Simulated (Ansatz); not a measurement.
WBrCl$_{3}$O (P1), a vibration from a frozen displacement

Level of theory: DFT PBE+D3(BJ), scalar-relativistic, plane waves, PAW in Ansatz. Settings: plane waves to 420 eV, k-mesh 8×6×6 (Γ-centred), Gaussian smearing 0.05 eV. Spin–orbit coupling is left out, which matters for the heavy elements here. No spin polarisation. Energies are free energies at this smearing, counted from the undisturbed cell; pressure is positive in compression.

Zero of the scan (relaxed at this level; it needn't be the usual structure):

```xyz
6
Lattice="3.9064 -0.0017 0.0127 1.9403 6.0799 -0.1282 1.9698 -0.0673 6.1911" Properties=species:S:1:pos:R:3 pbc="T T T"
W     3.9414    5.9986    6.0397
Br    4.2020    1.2087    2.1043
Cl    2.2784    1.8988    5.0239
Cl    2.2430    4.0930    1.0031
Cl    4.2164    4.8482    4.0581
O     6.0956    5.9999    6.0463
```

Every Cl atom is moved by x along the Cartesian unit vector (0.000, 0.000, 1.000); the cell and all other atoms stay fixed. The cell's volume is 146.88 Å³; the moved atoms weigh 106.350 u together and the others 279.743 u.

```
  x (Å)  ΔE (meV/cell) total force on the moved atoms along the move (eV/Å) pressure (GPa)
-0.3000         590.79                                                3.5189         -2.1322
-0.2250         350.69                                                2.8629         -1.9038
-0.1500         164.66                                                2.0738         -1.4869
-0.0750          43.52                                                1.1283         -0.8610
 0.0000           0.00                                               -0.0011         -0.0021
 0.0750          49.08                                               -1.3472          1.1179
 0.1500         208.47                                               -2.9493          2.5315
 0.2250         499.07                                               -4.8547          4.2757
 0.2625         701.14                                               -5.9375          5.2846
 0.3000         945.60                                               -7.1167          6.3916
```

Q: What frequency belongs to this motion?

A: The force constant is k = −dF/dx = 16.503 eV/Å², from the parabola through x = -0.0750, 0 and 0.0750. In every cell the moved atoms swing against the rest, so the mass is μ = m₁m₂/(m₁ + m₂) = 77.056 u, and ν̃ = 521.5 cm⁻¹ × √(|k|/μ) = 241 cm⁻¹. The pattern needn't be a normal mode: ν̃² is then a weighted mean of the squared nonzero frequencies at the zone centre of this cell, taken without macroscopic field, so it lies between the lowest and the highest of them.

Q: How far does the harmonic law reach?

A: At x = -0.300 Å, kx²/2 = 742.65 meV against the computed 590.79 meV (-20.4 %): the well softens in this direction at large amplitude.

Cost: 10 runs of about 2.6 core-minutes in all, on AMD EPYC 9R45 (Zen 5) (shared hosts).